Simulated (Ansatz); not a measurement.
With plane-wave PAW PBE (Ansatz code), SiC$_{4}$ in the cubic phase (Pn-3m; Si on 2a, C on 8e) relaxes to a = 5.634 Å. Si has 4 nearest neighbours from 1.83 Å (tetrahedral). Against the elements it lies at 826 meV/atom, with no fitted shifts.

The Kohn–Sham gap is 3.55 eV (indirect). The valence maximum lies at R and the conduction minimum on the Γ–R line, 23 % of the way from Γ (8 equivalent valleys). The electron mass is 1.4, 1.4, 3.4 mₑ (principal values).

An equation-of-state fit gives a bulk modulus of 100 GPa.

The start of the workflow was typed in or built on a structure type; neither database checked (COD, Materials Project) lists it. Its standing as an ambient phase is unchecked. The cell was relaxed with PBE under the symmetry of its start; whether a distortion lowers the energy is not shown. Its formation energy is positive at this level, so the cell may be metastable or incomplete. The references are the lowest solids computed at this level, not always the standard phases.

Potentials: the earlier of the program's two PAW sets.
